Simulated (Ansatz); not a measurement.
A relaxed cell of Al3Ga2As5 is given with its symmetry left out. The cell was found from a structure generator's guess, not taken from experiment.

These are results of Ansatz 0.2.0, DFT PBE, scalar-relativistic, plane waves, PAW, not measurements. Cutoff 420 eV, Γ-centred mesh, Gaussian smearing, no spin polarisation.

```cif
data_structure
_symmetry_space_group_name_H-M 'P 1'
_symmetry_Int_Tables_number 1
_cell_length_a 14.6228
_cell_length_b 14.6228
_cell_length_c 14.6228
_cell_angle_alpha 164.059
_cell_angle_beta 164.059
_cell_angle_gamma 22.618
_cell_volume 235.80
loop_
_atom_site_label
_atom_site_type_symbol
_atom_site_fract_x
_atom_site_fract_y
_atom_site_fract_z
_atom_site_occupancy
Al1 Al 0.00000 0.00000 0.00000 1
Al2 Al 0.59981 0.59981 0.00000 1
Al3 Al 0.40019 0.40019 0.00000 1
Ga1 Ga 0.19987 0.19987 0.00000 1
Ga2 Ga 0.80013 0.80013 0.00000 1
As1 As 0.64953 0.14953 0.50000 1
As2 As 0.25000 0.75000 0.50000 1
As3 As 0.85047 0.35047 0.50000 1
As4 As 0.45009 0.95009 0.50000 1
As5 As 0.04991 0.54991 0.50000 1
```

Energies over the elements count from the elements' standard structures at the same level, with no fitted energy shifts.

(1) Find its symmetry and describe it.

(2) What is its formation energy per atom?

(3) Is it a metal?

Results:

(1) I-4m2 (No. 119), with Al and Ga ordered on zinc blende sites. Conventional cell: a = 4.055 Å, c = 28.678 Å. Al on a site of symmetry -4m2 is surrounded by 4 As at 2.48 Å; Al on a site of symmetry 2mm is surrounded by 4 As at 2.48 Å; Ga has 4 As at 2.49 Å; As on a site of symmetry 2mm is surrounded by 2 Al at 2.48 Å and 2 Ga at 2.49 Å; 2 more sites not described.

(2) −0.432 eV/atom. Whether it is stable depends on the other phases of the system, which aren't compared here.

(3) No, the gap on the 10×10×10 mesh is 1.04 eV.

The last run used a 10×10×10 mesh for its 10-atom cell and Gaussian smearing of 0.02 eV. Kohn–Sham gaps at this level usually fall short of measured ones. The reference form of As is held partly by dispersion forces, which this level lacks. A structure relaxed within its symmetry needn't be a true minimum.
